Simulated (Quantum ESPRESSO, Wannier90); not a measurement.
## Zr (hcp (Mg type)): Wannier90 run

Structure: Materials Project mp-131, symmetrised, not relaxed again. This is the element's usual structure. Method: PBEsol plane waves in Quantum ESPRESSO 7.5 (PseudoDojo norm-conserving files, 53 Ry, no spin polarisation, no spin-orbit coupling), Bloch states on a 12×12×6 mesh through Γ, Wannier90 4.0.1. Density: 18×18×8 mesh, cold smearing 0.01 Ry.

On the energy scale of pw.x, whose zero is arbitrary, the Fermi level lies at 13.85 eV.

Input w.win:

```
num_bands = 2
num_wann = 2
exclude_bands = 3-37
num_iter = 800
conv_tol = 1.0e-6
conv_window = 4
write_hr = true
write_u_matrices = true
auto_projections = true
begin unit_cell_cart
ang
    3.2392297970    0.0000000000    0.0000000000
   -1.6196148985    2.8052552929    0.0000000000
    0.0000000000    0.0000000000    5.1722200000
end unit_cell_cart
begin atoms_frac
Zr   0.3333333333 -0.3333333333  0.2500000000
Zr  -0.3333333333  0.3333333333 -0.2500000000
end atoms_frac
mp_grid = 12 12 6
begin kpoints
0.0000000000 0.0000000000 0.0000000000
0.0000000000 0.0000000000 0.1666666667
0.0000000000 0.0000000000 0.3333333333
... (861 more lines: the 12x12x6 mesh through Gamma)
end kpoints
```

Input of pw2wannier90.x that gives the overlap and projection files (equivalent; here they were cut from one run over all bands):

```
&inputpp
  outdir = './out'
  prefix = 'pwscf'
  seedname = 'w'
  write_amn = .true.
  write_mmn = .true.
  atom_proj = .true.
  atom_proj_exclude = 2 3 4 5 6 7 8 9 10 12 13 14 15 16 17 18 19 20
/
```

Output w.wout (banner and timings cut):

```
                                    ------
                                    SYSTEM
                                    ------

                              Lattice Vectors (Ang)
                    a_1     3.239230   0.000000   0.000000
                    a_2    -1.619615   2.805255   0.000000
                    a_3     0.000000   0.000000   5.172220

                   Unit Cell Volume:      46.99927  (Ang^3)

                        Reciprocal-Space Vectors (Ang^-1)
                    b_1     1.939716   1.119895  -0.000000
                    b_2     0.000000   2.239791   0.000000
                    b_3     0.000000  -0.000000   1.214795

 *----------------------------------------------------------------------------*
 |   Site       Fractional Coordinate          Cartesian Coordinate (Ang)     |
 +----------------------------------------------------------------------------+
 | zr   1   0.33333  -0.33333   0.25000   |    1.61961  -0.93509   1.29306    |
 | zr   2  -0.33333   0.33333  -0.25000   |   -1.61961   0.93509  -1.29306    |
 *----------------------------------------------------------------------------*
                                ------------
                                K-POINT GRID
                                ------------

             Grid size = 12 x 12 x  6      Total points =  864

 *---------------------------------- MAIN ------------------------------------*
 |  Number of Wannier Functions               :                 2             |
 |  Number of Objective Wannier Functions     :                 2             |
 |  Number of input Bloch states              :                 2             |
 |  Output verbosity (1=low, 5=high)          :                 1             |
 |  Timing Level (1=low, 5=high)              :                 1             |
 |  Optimisation (0=memory, 3=speed)          :                 3             |
 |  Length Unit                               :               Ang             |
 |  Post-processing setup (write *.nnkp)      :                 F             |
 |  Using Gamma-only branch of algorithms     :                 F             |
 *----------------------------------------------------------------------------*
 *------------------------------- WANNIERISE ---------------------------------*
 |  Total number of iterations                :               800             |
 |  Number of CG steps before reset           :                 5             |
 |  Trial step length for line search         :             2.000             |
 |  Convergence tolerence                     :         0.100E-05             |
 |  Convergence window                        :                 4             |
 |  Iterations between writing output         :                 1             |
 |  Iterations between backing up to disk     :               100             |
 |  Write r^2_nm to file                      :                 F             |
 |  Write xyz WF centres to file              :                 F             |
 |  Write on-site energies <0n|H|0n> to file  :                 F             |
 |  Use guiding centre to control phases      :                 F             |
 |  Use phases for initial projections        :                 F             |
 *----------------------------------------------------------------------------*
 *-------------------------------- PLOTTING ----------------------------------*
 |  Plotting Hamiltonian in WF basis          :                 T             |
 *----------------------------------------------------------------------------*

       ... (k-mesh section left out)

 Starting a new Wannier90 calculation ...

 Reading overlaps from w.mmn

 Reading projections from w.amn

 *------------------------------- WANNIERISE ---------------------------------*
 +--------------------------------------------------------------------+<-- CONV
 | Iter  Delta Spread     RMS Gradient      Spread (Ang^2)            |<-- CONV
 +--------------------------------------------------------------------+<-- CONV

 ------------------------------------------------------------------------------
 Initial State
  WF centre and spread    1  (  1.619615, -0.935085,  1.293055 )     0.47158530
  WF centre and spread    2  ( -1.619615,  0.935085, -1.293055 )     0.47158530
  Sum of centres and spreads (  0.000000, -0.000000,  0.000000 )     0.94317060

      0     0.943E+00     0.0000000000        0.9431706083  <-- CONV
        O_D=      0.0000000 O_OD=      0.0000009 O_TOT=      0.9431706 <-- SPRD
 ------------------------------------------------------------------------------
      1     0.000E+00     0.0000000538        0.9431706083  <-- CONV
        O_D=      0.0000000 O_OD=      0.0000009 O_TOT=      0.9431706 <-- SPRD
      2     0.000E+00     0.0000000538        0.9431706083  <-- CONV
        O_D=      0.0000000 O_OD=      0.0000009 O_TOT=      0.9431706 <-- SPRD
      3    -0.111E-15     0.0000000536        0.9431706083  <-- CONV
        O_D=      0.0000000 O_OD=      0.0000009 O_TOT=      0.9431706 <-- SPRD
      4     0.000E+00     0.0000000534        0.9431706083  <-- CONV
        O_D=      0.0000000 O_OD=      0.0000009 O_TOT=      0.9431706 <-- SPRD
             <<<     Delta < 1.000E-06  over  4 iterations     >>>
             <<< Wannierisation convergence criteria satisfied >>>
 Final State
  WF centre and spread    1  (  1.619615, -0.935085,  1.293055 )     0.47158530
  WF centre and spread    2  ( -1.619615,  0.935085, -1.293055 )     0.47158530
  Sum of centres and spreads (  0.000000, -0.000000,  0.000000 )     0.94317060

         Spreads (Ang^2)       Omega I      =     0.943169671
        ================       Omega D      =     0.000000000
                               Omega OD     =     0.000000937
    Final Spread (Ang^2)       Omega Total  =     0.943170608
```
